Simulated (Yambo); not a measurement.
Yambo run on LiCa₂CuN₂ (space group P4_2/mnm, No. 136). The wavefunctions come from this Quantum ESPRESSO step (PBEsol, PseudoDojo standard norm-conserving files, scalar-relativistic):

```
&CONTROL
  calculation = 'nscf'
  pseudo_dir = './pseudo'
  outdir = './out'
/
&SYSTEM
  ibrav = 0
  nat = 12
  ntyp = 4
  ecutwfc = 92.0
  ecutrho = 368.0
  occupations = 'fixed'
  force_symmorphic = .true.
  nbnd = 289
/
&ELECTRONS
  conv_thr = 1.2000000000000002e-08
  diago_full_acc = .true.
  diago_thr_init = 1e-08
/
ATOMIC_SPECIES
Li 6.9400 Li.upf
N 14.0070 N.upf
Ca 40.0780 Ca.upf
Cu 63.5460 Cu.upf
CELL_PARAMETERS angstrom
  5.303520000000   0.000000000000   0.000000000000
  0.000000000000   5.303520000000   0.000000000000
  0.000000000000   0.000000000000   6.629180000000
ATOMIC_POSITIONS crystal
Li   0.500000000000   0.500000000000   0.500000000000
Li   0.000000000000   0.000000000000   0.000000000000
N   0.248160000000   0.751840000000   0.500000000000
N   0.751840000000   0.248160000000   0.500000000000
N   0.748160000000   0.748160000000   0.000000000000
N   0.251840000000   0.251840000000   0.000000000000
Ca   0.000000000000   0.500000000000   0.250000000000
Ca   0.000000000000   0.500000000000   0.750000000000
Ca   0.500000000000   0.000000000000   0.250000000000
Ca   0.500000000000   0.000000000000   0.750000000000
Cu   0.500000000000   0.500000000000   0.000000000000
Cu   0.000000000000   0.000000000000   0.500000000000
K_POINTS automatic
2 2 2 0 0 0
```

Yambo input:

```
rim_cut
gw0
dyson
el_el_corr
HF_and_locXC
ppa
em1d
RandQpts= 1000000
RandGvec= 1 Ry
EXXRLvcs= 92 Ry
VXCRLvcs= 368 Ry
Chimod= "HARTREE"
% BndsRnXp
 11 | 288 |
%
NGsBlkXp= 7 Ry
% LongDrXp
 1.0 | 1.0 | 1.0 |
%
PPAPntXp= 27.2114 eV
% GbndRnge
 1 | 288 |
%
GTermKind= "BG"
DysSolver= "n"
ExtendOut
% QPkrange
 1 | 1 | 52 | 53 |
 2 | 2 | 52 | 53 |
 3 | 3 | 52 | 53 |
 4 | 4 | 52 | 53 |
 5 | 5 | 52 | 53 |
 6 | 6 | 52 | 53 |
%
```

k points by index: 1 = Γ, 2 = Z, 3 = X, 4 = R, 5 = M, 6 = A.

Table of the .qp output:

```
#    K-point    Band    Eo [eV]    E [eV]    E-Eo [eV]    Vxc [eV]    Vnlxc [eV]    Sc|Eo [eV]    Sc|E [eV]    dSc/dw|Eo [eV]    Re(Z)    Im(Z)
#
    1    52    0.000000    -0.235490    -0.235490    -21.61664    -26.39585    4.461363    4.543726    -9.510185    0.741015    -0.001785
    1    53    0.968249    1.239336    0.271087    -9.211752    -5.081142    -3.793946    -3.859524    -6.579412    0.805287    -0.001461
    2    52    -0.019340    -0.269131    -0.249791    -21.53080    -26.34218    4.474282    4.561590    -9.504559    0.741128    -0.001788
    2    53    1.013970    1.309262    0.295292    -9.286003    -5.084041    -3.835024    -3.906670    -6.599276    0.804814    -0.001465
    3    52    -0.389957    -0.671956    -0.281999    -21.29334    -26.25678    4.582717    4.681441    -9.519908    0.740818    -0.001919
    3    53    2.087916    2.549896    0.461980    -11.47241    -7.143737    -3.747642    -3.866697    -7.013298    0.795080    0.596970E-3
    4    52    -0.220675    -0.453908    -0.233233    -22.02725    -26.79480    4.452807    4.534316    -9.502753    0.741165    -0.001777
    4    53    2.345693    2.903264    0.557571    -11.51270    -6.909279    -3.898285    -4.045847    -7.200553    0.790753    -0.855984E-3
    5    52    -0.076554    -0.261054    -0.184500    -21.25903    -25.87684    4.369123    4.433315    -9.458607    0.742057    -0.001841
    5    53    2.207908    2.848037    0.640129    -11.25164    -6.302167    -4.145064    -4.309343    -6.981147    0.795823    -0.002023
    6    52    -0.056078    -0.242891    -0.186813    -21.19053    -25.79871    4.356377    4.421366    -9.457251    0.742084    -0.001892
    6    53    2.421170    2.672028    0.250857    -10.51340    -6.460632    -3.739470    -3.801916    -6.769355    0.800784    -0.001836
```
(The two width columns are left out.) Convergence of these settings isn't established.

Geometry of the Materials Project entry, not relaxed at this level.

The structure is a Materials Project entry; no match was found in the copy of COD used, and its stability was not checked.
